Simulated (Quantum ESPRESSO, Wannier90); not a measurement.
Tight-binding from DFT: Hf₂Si (I4/mcm)

Structure: Materials Project mp-9938, symmetrised, not relaxed again. Not found in the COD (Crystallography Open Database) copy used; not checked further. Method: PBEsol plane waves in Quantum ESPRESSO 7.5 (PseudoDojo norm-conserving files, 47 Ry, no spin polarisation, no spin-orbit coupling), Bloch states on a 4×4×4 mesh through Γ, Wannier90 4.0.1. Density: 8×8×8 mesh, cold smearing 0.01 Ry. Spin-orbit coupling is left out although heavy elements are present.

On the energy scale of pw.x, whose zero is arbitrary, the Fermi level lies at 13.97 eV.

Input w.win:

```
num_bands = 12
num_wann = 12
exclude_bands = 1-4,17-80
num_iter = 1000
conv_tol = 1.0e-6
conv_window = 4
write_hr = true
write_u_matrices = true
auto_projections = true
begin unit_cell_cart
ang
   -3.2753500000    3.2753500000    2.5828250000
    3.2753500000   -3.2753500000    2.5828250000
    3.2753500000    3.2753500000   -2.5828250000
end unit_cell_cart
begin atoms_frac
Hf   0.3435100000  0.1564900000  0.5000000000
Hf  -0.3435100000 -0.1564900000  0.5000000000
Hf   0.1564900000 -0.3435100000 -0.1870200000
Hf  -0.1564900000  0.3435100000  0.1870200000
Si   0.2500000000  0.2500000000  0.0000000000
Si  -0.2500000000 -0.2500000000  0.0000000000
end atoms_frac
mp_grid = 4 4 4
begin kpoints
0.0000000000 0.0000000000 0.0000000000
0.0000000000 0.0000000000 0.2500000000
0.0000000000 0.0000000000 0.5000000000
... (61 more lines: the 4x4x4 mesh through Gamma)
end kpoints
```

Input of pw2wannier90.x that gives the overlap and projection files (equivalent; here they were cut from one run over all bands):

```
&inputpp
  outdir = './out'
  prefix = 'pwscf'
  seedname = 'w'
  write_amn = .true.
  write_mmn = .true.
  atom_proj = .true.
  atom_proj_exclude = 1 5 6 7 8 9 10 11 15 16 17 18 19 20 21 25 26 27 28 29 30 31 35 36 37 38 39 40 41 42 43 44 45 46 47 48
/
```

Output w.wout (banner and timings cut):

```
                                    ------
                                    SYSTEM
                                    ------

                              Lattice Vectors (Ang)
                    a_1    -3.275350   3.275350   2.582825
                    a_2     3.275350  -3.275350   2.582825
                    a_3     3.275350   3.275350  -2.582825

                   Unit Cell Volume:     110.83334  (Ang^3)

                        Reciprocal-Space Vectors (Ang^-1)
                    b_1     0.000000   0.959162   1.216340
                    b_2     0.959162   0.000000   1.216340
                    b_3     0.959162   0.959162   0.000000

 *----------------------------------------------------------------------------*
 |   Site       Fractional Coordinate          Cartesian Coordinate (Ang)     |
 +----------------------------------------------------------------------------+
 | hf   1   0.34351   0.15649   0.50000   |    1.02512   2.25023   0.00000    |
 | hf   2  -0.34351  -0.15649   0.50000   |    2.25023   1.02512  -2.58283    |
 | hf   3   0.15649  -0.34351  -0.18702   |   -2.25023   1.02512  -0.00000    |
 | hf   4  -0.15649   0.34351   0.18702   |    2.25023  -1.02512   0.00000    |
 | si   1   0.25000   0.25000   0.00000   |    0.00000   0.00000   1.29141    |
 | si   2  -0.25000  -0.25000   0.00000   |    0.00000   0.00000  -1.29141    |
 *----------------------------------------------------------------------------*
                                ------------
                                K-POINT GRID
                                ------------

             Grid size =  4 x  4 x  4      Total points =   64

 *---------------------------------- MAIN ------------------------------------*
 |  Number of Wannier Functions               :                12             |
 |  Number of Objective Wannier Functions     :                12             |
 |  Number of input Bloch states              :                12             |
 |  Output verbosity (1=low, 5=high)          :                 1             |
 |  Timing Level (1=low, 5=high)              :                 1             |
 |  Optimisation (0=memory, 3=speed)          :                 3             |
 |  Length Unit                               :               Ang             |
 |  Post-processing setup (write *.nnkp)      :                 F             |
 |  Using Gamma-only branch of algorithms     :                 F             |
 *----------------------------------------------------------------------------*
 *------------------------------- WANNIERISE ---------------------------------*
 |  Total number of iterations                :              1000             |
 |  Number of CG steps before reset           :                 5             |
 |  Trial step length for line search         :             2.000             |
 |  Convergence tolerence                     :         0.100E-05             |
 |  Convergence window                        :                 4             |
 |  Iterations between writing output         :                 1             |
 |  Iterations between backing up to disk     :               100             |
 |  Write r^2_nm to file                      :                 F             |
 |  Write xyz WF centres to file              :                 F             |
 |  Write on-site energies <0n|H|0n> to file  :                 F             |
 |  Use guiding centre to control phases      :                 F             |
 |  Use phases for initial projections        :                 F             |
 *----------------------------------------------------------------------------*
 *-------------------------------- PLOTTING ----------------------------------*
 |  Plotting Hamiltonian in WF basis          :                 T             |
 *----------------------------------------------------------------------------*

 *---------------------------------- K-MESH ----------------------------------*
 +----------------------------------------------------------------------------+
 |                    Distance to Nearest-Neighbour Shells                    |
 |                    ------------------------------------                    |
 |          Shell             Distance (Ang^-1)          Multiplicity         |
 |          -----             -----------------          ------------         |
 |             1                   0.339115                      4            |
 |             2                   0.387256                      8            |
 |             3                   0.479581                      4            |
 |             4                   0.608170                      2            |
 |             5                   0.616413                     16            |
 |             6                   0.678230                      4            |
 |             7                   0.696326                      8            |
 |             8                   0.758284                      8            |
       ... (lines left out)
 +----------------------------------------------------------------------------+
 | The b-vectors are chosen automatically                                     |
 | The following shells are used:                       1,  2                 |
 +----------------------------------------------------------------------------+
 |                        Shell   # Nearest-Neighbours                        |
 |                        -----   --------------------                        |
 |                          1               4                                 |
 |                          2               8                                 |
 +----------------------------------------------------------------------------+
 | Completeness relation is fully satisfied [Eq. (B1), PRB 56, 12847 (1997)]  |
 +----------------------------------------------------------------------------+
 |                  b_k Vectors (Ang^-1) and Weights (Ang^2)                  |
 |                  ----------------------------------------                  |
 |            No.         b_k(x)      b_k(y)      b_k(z)        w_b           |
 |            ---        --------------------------------     --------        |
 |             1         0.239791    0.239791    0.000000     2.996037        |
 |             2        -0.239791   -0.239791    0.000000     2.996037        |
 |             3        -0.239791    0.239791    0.000000     2.996037        |
 |             4         0.239791   -0.239791    0.000000     2.996037        |
 |             5         0.239791    0.000000    0.304085     1.351824        |
 |             6         0.000000    0.239791    0.304085     1.351824        |
 |             7         0.000000   -0.239791    0.304085     1.351824        |
 |             8        -0.239791    0.000000    0.304085     1.351824        |
 |             9        -0.239791    0.000000   -0.304085     1.351824        |
 |            10         0.000000    0.239791   -0.304085     1.351824        |
 |            11         0.000000   -0.239791   -0.304085     1.351824        |
 |            12         0.239791    0.000000   -0.304085     1.351824        |
 +----------------------------------------------------------------------------+
 |                           b_k Directions (Ang^-1)                          |
 |                           -----------------------                          |
 |            No.           x           y           z                         |
 |            ---        --------------------------------                     |
 |             1         0.239791    0.239791    0.000000                     |
 |             2        -0.239791    0.239791    0.000000                     |
 |             3         0.239791    0.000000    0.304085                     |
 |             4         0.000000    0.239791    0.304085                     |
 |             5         0.000000   -0.239791    0.304085                     |
 |             6        -0.239791    0.000000    0.304085                     |
 +----------------------------------------------------------------------------+

 Starting a new Wannier90 calculation ...

 Reading overlaps from w.mmn

 Reading projections from w.amn

 *------------------------------- WANNIERISE ---------------------------------*
 +--------------------------------------------------------------------+<-- CONV
 | Iter  Delta Spread     RMS Gradient      Spread (Ang^2)            |<-- CONV
 +--------------------------------------------------------------------+<-- CONV

 ------------------------------------------------------------------------------
 Initial State
  WF centre and spread    1  (  1.026737,  2.248613, -0.000000 )     0.57862545
  WF centre and spread    2  (  1.027425,  2.251590, -0.000000 )     0.58163255
  WF centre and spread    3  (  1.023760,  2.247925, -0.000000 )     0.58163255
  WF centre and spread    4  (  2.248613,  1.026737, -2.582825 )     0.57862545
  WF centre and spread    5  (  2.247925,  1.023760, -2.582825 )     0.58163255
  WF centre and spread    6  (  2.251590,  1.027425, -2.582825 )     0.58163255
  WF centre and spread    7  ( -2.248613,  1.026737, -0.000000 )     0.57862545
  WF centre and spread    8  ( -2.247925,  1.023760, -0.000000 )     0.58163255
  WF centre and spread    9  ( -2.251590,  1.027425, -0.000000 )     0.58163255
  WF centre and spread   10  (  2.248613, -1.026737,  0.000000 )     0.57862545
  WF centre and spread   11  (  2.247925, -1.023760,  0.000000 )     0.58163255
  WF centre and spread   12  (  2.251590, -1.027425, -0.000000 )     0.58163255
  Sum of centres and spreads (  9.826050,  9.826050, -7.748475 )     6.96756219

      0     0.697E+01     0.0000000000        6.9675621856  <-- CONV
        O_D=      0.0000001 O_OD=      0.0112359 O_TOT=      6.9675622 <-- SPRD
 ------------------------------------------------------------------------------
      1    -0.978E-07     0.0003096694        6.9675620878  <-- CONV
        O_D=      0.0000001 O_OD=      0.0112358 O_TOT=      6.9675621 <-- SPRD
      2    -0.203E-07     0.0001586297        6.9675620674  <-- CONV
        O_D=      0.0000001 O_OD=      0.0112358 O_TOT=      6.9675621 <-- SPRD
      3    -0.198E-09     0.0000192411        6.9675620672  <-- CONV
        O_D=      0.0000001 O_OD=      0.0112358 O_TOT=      6.9675621 <-- SPRD
      4    -0.532E-10     0.0000093079        6.9675620672  <-- CONV
        O_D=      0.0000001 O_OD=      0.0112358 O_TOT=      6.9675621 <-- SPRD
             <<<     Delta < 1.000E-06  over  4 iterations     >>>
             <<< Wannierisation convergence criteria satisfied >>>
 Final State
  WF centre and spread    1  (  1.026737,  2.248613, -0.000000 )     0.57862500
  WF centre and spread    2  (  1.027426,  2.251590, -0.000000 )     0.58163276
  WF centre and spread    3  (  1.023760,  2.247924, -0.000000 )     0.58163276
  WF centre and spread    4  (  2.248613,  1.026737, -2.582825 )     0.57862500
  WF centre and spread    5  (  2.247924,  1.023760, -2.582825 )     0.58163276
  WF centre and spread    6  (  2.251590,  1.027426, -2.582825 )     0.58163276
  WF centre and spread    7  ( -2.248613,  1.026737, -0.000000 )     0.57862500
  WF centre and spread    8  ( -2.247924,  1.023760, -0.000000 )     0.58163276
  WF centre and spread    9  ( -2.251590,  1.027426, -0.000000 )     0.58163276
  WF centre and spread   10  (  2.248613, -1.026737,  0.000000 )     0.57862500
  WF centre and spread   11  (  2.247924, -1.023760,  0.000000 )     0.58163276
  WF centre and spread   12  (  2.251590, -1.027426, -0.000000 )     0.58163276
  Sum of centres and spreads (  9.826050,  9.826050, -7.748475 )     6.96756207

         Spreads (Ang^2)       Omega I      =     6.956326244
        ================       Omega D      =     0.000000071
                               Omega OD     =     0.011235752
    Final Spread (Ang^2)       Omega Total  =     6.967562067
```
